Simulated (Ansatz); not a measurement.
Input file for Ansatz (a program for electronic structure):

Ansatz 0.2 input:
```yaml
crystal:
  lattice:
    - [4.0510941353, 0.0, 0.0]
    - [-2.0255470676, 3.5083504343, 0.0]
    - [0.0, 0.0, 9.5822593319]
  atoms:
    - { symbol: In, position: [0.0, 0.0, 0.4455010441] }
    - { symbol: In, position: [0.3333333333, 0.6666666667, 0.0345546031] }
    - { symbol: Se, position: [0.3333333333, 0.6666666667, 0.5733662965] }
    - { symbol: S, position: [0.0, 0.0, 0.1945780564] }
kpoints:
  mp_grid: { grid: [8, 8, 3] }
hamiltonian:
  xc: r2scan
  pseudopotentials: { azcp: { folder: ./paw }, kind: paw }
scf:
  occupations: { method: fixed }
checkpoint: { read: static.run }
output: { write_density: true, elf: true, volumetric_format: npy }
basis: { fft_grid_basis: typed }
```

Output (shortened):

```
Pseudopotential: In, paw, valence charge 13
Pseudopotential: Se, paw, valence charge 16
Pseudopotential: S, paw, valence charge 6
Functional definition: r2SCAN
Crystal: 4 atoms, lattice volume = 136.189 Å³
Basis set: ecut = 500 eV, 3461 PW (Γ), exchange–correlation on 120×120×288 points (64 copies of the dense FFT grid, shifted against one another)
Bands: 29, of which v1, the nominal top of the filled ones, is band 24 counted from 1 (23 counted from 0)
Symmetry: 6 space group operations
Space group: P3m1 (ITA 156), of the structure as read, at distance tolerance 5.1e-5 Å
k-points: 25 of 192 (time reversal used)
Stability of the state it starts from, as read at its close in the unpolarized treatment …
iter 1 solved again at ethr=1.83e-7 eV; its pass at ethr=3.10e-3 eV (dr2=8.81e-5 eV) is discarded
SCF iter   1: F=—  HF=-17609.951267 eV  |F-HF|=—  |Δ(HF+E_count)|=         —  Δρ=1.00e-6  dr2=1.51e-9  dr2_τ=5.15e-11  ethr=1.83e-7  ⟨swp⟩=3.0  Hψ=4847  notcnv=0  defer=75
preconditioner: auto → Resta (q_TF=auto, 2.293 Å⁻¹)
SCF iter   2: F=-17609.951267 eV  HF=-17609.951267 eV  |F-HF|=4.44e-10  |Δ(HF+E_count)|=   6.30e-8  Δρ=5.60e-7  dr2=6.11e-10  dr2_τ=6.39e-11  ethr=3.14e-12  ⟨swp⟩=12.5  Hψ=4291  notcnv=0
SCF 1 converged in 2 iterations: F = -17609.951267 eV  dr2 = 6.11e-10
SCF converged after 2 iterations
Free energy (F): -17609.951267 eV
Harris-Foulkes:  -17609.951267 eV  (|F-HF|=4.44e-10)
Internal energy: -17609.951267 eV  (E = F + TS)
E sigma→0 (E₀):  -17609.951267 eV
Fermi energy:    4.493054 eV
--- Per-component energies (eV) ---
  E_band       = -661.237816
  E_kinetic    = 647.778192
  E_local      = -6940.162576  (includes V_loc(G=0)·N_el)
  E_nonlocal   = 335.333036
  E_hartree    = 3213.627430
  E_xc         = -427.699522
  E_vxc        = -375.194063  (∫ρ·V_xc dr)
  E_paw        = -11226.443277  (= ΣΔE_a)
  E_vpaw       = -778.938871  (= ΣTr[D̂ρ^β])
  E_aug_tail   = -0.000180  (compensation charges beyond the density's cutoff)
  E_vtau       = 22.691592  (kinetic-family band-sum trace: ∫τ·v_τ [+ j·A + Jᵃ·Aᵃ] dr)
  E_ewald      = -3212.440941
  E_core_change = 0.056572  (= ΣΔE_core)
  E_smearing   =  0.000000  (= −TS)
  E_closure    = 0.000000  (closes the sum)
  Σ components = -17609.951267   (vs F -17609.951267, Δ=0.00e0)
  [band-id]    e_kinetic+e_local+e_nonlocal+2·e_hartree+e_vxc+e_vpaw+e_augmentation_tail+e_vtau = -661.238010   (vs E_band -661.237816, Δ=-1.94e-4)
--- Band table (eV; the first three rows and the last of 25) ---
  k-point 0: bands = ["-44.1614", "-44.1614", "-44.1251", "-44.1251", "-44.1111", "-11.1789", "-10.9701", "-10.9701", "-10.8369", "-10.8369", "-9.7509", "-9.5412", "-9.5412", "-9.4685", "-9.4454", "-9.4454", "-8.4034", "-1.6652", "0.9552", "2.6329", "2.6329", …
  k-point 1: bands = ["-44.1614", "-44.1614", "-44.1251", "-44.1251", "-44.1111", "-11.1789", "-10.9701", "-10.9701", "-10.8369", "-10.8369", "-9.7501", "-9.5412", "-9.5412", "-9.4676", "-9.4454", "-9.4454", "-8.4068", "-1.5944", "0.6678", "2.6351", "2.6351", …
  k-point 2: bands = ["-44.1614", "-44.1613", "-44.1251", "-44.1251", "-44.1110", "-11.1816", "-11.0193", "-10.9607", "-10.8475", "-10.8366", "-9.6177", "-9.5349", "-9.5320", "-9.4664", "-9.4482", "-9.4467", "-8.3016", "-1.5832", "0.8263", "1.9022", "2.4506", …
  k-point 24: bands = ["-44.1613", "-44.1612", "-44.1251", "-44.1251", "-44.1109", "-11.3122", "-11.0986", "-10.9277", "-10.8583", "-10.8386", "-9.7067", "-9.5012", "-9.4799", "-9.4640", "-9.4192", "-8.3665", "-7.6873", "-1.8224", "-0.1469", "0.3046", …
```

Cost: around 17 core-seconds (rough) on shared cores.

The start of the workflow was typed in or built on a structure type; neither database checked (COD, Materials Project) lists it. Whether it is the stable phase at ambient conditions was not checked. The r²SCAN relaxation kept the symmetry of its start; whether a distortion lowers the energy is not shown. Spin–orbit coupling is left out wherever it is not named.

Potentials: the earlier of the program's two PAW sets. The files were generated under PBE; for other functionals the program regenerates the frozen cores, and for LDA and PBEsol the local potential too.

Ansatz is a plane-wave DFT program.
